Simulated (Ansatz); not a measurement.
Problem. SiNi in space group Pnma (No. 62; Si on 4c, Ni on 4c) is relaxed with r²SCAN (plane waves, PAW; program Ansatz). What lattice parameters of the conventional cell result?

Solution. a = 5.095 Å, b = 3.359 Å, c = 5.570 Å.

Problem. Give the free coordinates with the occupied sites.

Solution. In one choice of origin and axes:

```json
[
 {"atom": "Si", "site": "4c", "symmetry": ".m.", "x": "0.1787", "y": "0.2500", "z": "0.4159"},
 {"atom": "Ni", "site": "4c", "symmetry": ".m.", "x": "0.0078", "y": "0.2500", "z": "0.8109"}
]
```

Problem. Is it a metal or does it have a gap at this level?

Solution. No gap at this level.

The cell was relaxed with r²SCAN under the symmetry of its start. No spin polarisation was allowed.

Potentials: the earlier of the program's two PAW sets.
